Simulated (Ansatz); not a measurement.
The calculation used DFT PBE, scalar-relativistic, plane waves, PAW in Ansatz 0.2.0. Settings: cutoff 420 eV, Γ-centred meshes spaced at most about 0.3 Å⁻¹, and about 0.25 Å⁻¹ or finer for metals (2π included), Gaussian smearing. No spin polarisation in the final relaxations.

Temperature and zero-point effects are left out.

Two forms of Ga2SnO3 were relaxed alike.

A.

```cif
data_structure
_symmetry_space_group_name_H-M 'P-3m1'
_symmetry_Int_Tables_number 164
_cell_length_a 3.0483
_cell_length_b 3.0483
_cell_length_c 12.8550
_cell_angle_alpha 90.000
_cell_angle_beta 90.000
_cell_angle_gamma 120.000
_cell_volume 103.44
loop_
_atom_site_label
_atom_site_type_symbol
_atom_site_symmetry_multiplicity
_atom_site_Wyckoff_symbol
_atom_site_fract_x
_atom_site_fract_y
_atom_site_fract_z
_atom_site_occupancy
Ga1 Ga 2 d 0.33333 0.66667 0.10980 1
Sn1 Sn 1 b 0.00000 0.00000 0.50000 1
O1 O 2 d 0.33333 0.66667 0.83270 1
O2 O 1 a 0.00000 0.00000 0.00000 1
```

B.

```cif
data_structure
_symmetry_space_group_name_H-M 'P6/mmm'
_symmetry_Int_Tables_number 191
_cell_length_a 5.6530
_cell_length_b 5.6530
_cell_length_c 2.8217
_cell_angle_alpha 90.000
_cell_angle_beta 90.000
_cell_angle_gamma 120.000
_cell_volume 78.09
loop_
_atom_site_label
_atom_site_type_symbol
_atom_site_symmetry_multiplicity
_atom_site_Wyckoff_symbol
_atom_site_fract_x
_atom_site_fract_y
_atom_site_fract_z
_atom_site_occupancy
Ga1 Ga 2 c 0.33333 0.66667 0.00000 1
Sn1 Sn 1 a 0.00000 0.00000 0.00000 1
O1 O 3 g 0.50000 0.00000 0.50000 1
```

Question: Which would you expect to be lower, and how large is the difference?

Answer: A is lower, by 0.49 eV/atom. A has space group P-3m1 (No. 164), 17.2 Å³/atom and no gap on its mesh; B has space group P6/mmm (No. 191), 13.0 Å³/atom and no gap. Counting O atoms around Ga and Sn (those within 1.25 times the shortest such distance or 1.15 times the sum of covalent radii, 1.27 where that leaves under three; a plus sign parts nearer from farther groups; the shortest distance is added where it exceeds 1.18 times the sum of covalent radii), A has Ga 3+3, Sn 6+6 from 4.6 Å and B has Ga 6, Sn 12 from 3.2 Å. In A, around Ga lie 3 O at 1.91 Å and 3 O at 2.26 Å; Sn has 6 Sn at 3.05 Å; around O on a site of symmetry 3m lie 3 Ga at 1.91 Å; 1 more site not described. In B, Ga is surrounded by 6 O at 2.16 Å; Sn has 2 Sn at 2.82 Å and 12 O at 3.16 Å; O is surrounded by 4 Ga at 2.16 Å, 6 O at 2.82–2.83 Å and 4 Sn at 3.16 Å. Both come from invented guesses.

No dispersion correction is applied, so the spacing and binding between layers, chains or molecules are poorly described (P-3m1), and this can change margins and order among such cells. Cells relaxed within their symmetry can be saddle points.
